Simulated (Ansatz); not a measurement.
Property card for LaO₄

Method: Ansatz, DFT PBE, scalar-relativistic, plane waves, PAW.

Settings: cutoff 420 eV, Γ-centred mesh 10×10×6 on the computed 5-atom cell, Gaussian smearing of 0.10 eV; no spin polarisation.

The structure is relaxed at this level of theory with its symmetry kept, and needn't be the ground state of this composition.

```cif
data_structure
_symmetry_space_group_name_H-M 'P-4m2'
_symmetry_Int_Tables_number 115
_cell_length_a 4.0763
_cell_length_b 4.0763
_cell_length_c 6.6507
_cell_angle_alpha 90.000
_cell_angle_beta 90.000
_cell_angle_gamma 90.000
_cell_volume 110.51
loop_
_atom_site_label
_atom_site_type_symbol
_atom_site_symmetry_multiplicity
_atom_site_Wyckoff_symbol
_atom_site_fract_x
_atom_site_fract_y
_atom_site_fract_z
_atom_site_occupancy
La1 La 1 b 0.50000 0.50000 0.00000 1
O1 O 2 f 0.50000 0.50000 0.40838 1
O2 O 2 g 0.00000 0.50000 0.85054 1
```

(1) Formation energy from the elements' standard states (uncorrected)?

(2) Kohn–Sham band gap?

(3) Density of states at the Fermi level?

(4) Orbital (Löwdin) character within 0.5 eV of the Fermi level?

(5) Bader charge by site (e)?

Spin-orbit coupling is left out, which matters for the bands of heavy elements. Spin polarisation was left out, and a magnetic state may lie lower.

Results:

(1) -1.091 eV/atom.

(2) none (metal).

(3) 12.3 states/eV per cell.

(4) O 2p 94 %.

(5) La (1 in the cell) 2.07, O (2 in the cell) -0.05, O (2 in the cell) -0.98.

Another cell of LaO4 relaxed alike, in P6/mmm, lies 159 meV/atom lower, so this cell isn't the stable form at this level.

The cell was found from a structure generator's guess, not taken from experiment. Löwdin shares on free-atom orbitals overweight diffuse shells.
